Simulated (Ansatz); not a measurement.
A 12-atom cell of SnSiO4 built on the rutile structure (relaxed group P-42_1m) was relaxed with 3 functionals in Ansatz, cell and atoms free, the symmetry of the start kept (meshes: PBE 6×6×4, r2SCAN 6×6×4, PBEsol 6×6×4). All values are calculated for a non-magnetic cell, which may be hypothetical.

The PBE result:
```
Sn O Si
1.0
     4.52538    0.00000    0.00000
     0.00000    4.52538    0.00000
     0.00000    0.00000    5.96650
Sn O Si
2 8 2
Direct
  0.00000 0.50000 0.13442
  0.50000 0.00000 0.86558
  0.68084 0.81916 0.15433
  0.31916 0.18084 0.15433
  0.81916 0.31916 0.84567
  0.18084 0.68084 0.84567
  0.70215 0.79785 0.59787
  0.29785 0.20215 0.59787
  0.79785 0.29785 0.40213
  0.20215 0.70215 0.40213
  0.00000 0.50000 0.61343
  0.50000 0.00000 0.38657
```

It is tetragonal, P-42_1m (No. 113); a = 4.525 Å, c = 5.967 Å in the conventional setting, 10.18 Å³ an atom. Sn is surrounded by 6 O at 2.05–2.08 Å; O is surrounded by 1 Si at 1.81 Å and 2 Sn at 2.05–2.08 Å; Si is surrounded by 6 O at 1.81–1.91 Å; O is surrounded by 2 Si at 1.81–1.91 Å and 1 Sn at 2.06 Å.

**Question.** Order the functionals by the relaxed volume, smallest first.
A. PBE
B. r2SCAN
C. PBEsol

**Answer.** B (9.81 Å³/atom), C (9.89 Å³/atom), A (10.18 Å³/atom).

**Question.** What lattice does PBEsol give?

**Answer.** a = 4.472 Å, c = 5.931 Å; the volume differs by -2.9 % from PBE's. Around Sn lie 6 O at 2.02–2.06 Å; around O lie 1 Si at 1.79 Å and 2 Sn at 2.02–2.06 Å; around Si lie 6 O at 1.79–1.88 Å (further sites aren't listed).

**Question.** How does the cell change with r2SCAN?

**Answer.** a = 4.463 Å, c = 5.912 Å; the volume differs by -3.6 % from PBE's. Around Sn lie 6 O at 2.01–2.05 Å; around O lie 1 Si at 1.79 Å and 2 Sn at 2.01–2.05 Å; around Si lie 6 O at 1.79–1.87 Å (further sites aren't listed).

**Question.** Held at the r2SCAN cell, what mean stress does PBE find, and does its sign point to its own minimum?

**Answer.** Yes. PBE +8.58 GPa, and its relaxed volume is +3.7 % from r2SCAN's. Compression counts positive, so a positive stress asks for a larger cell.
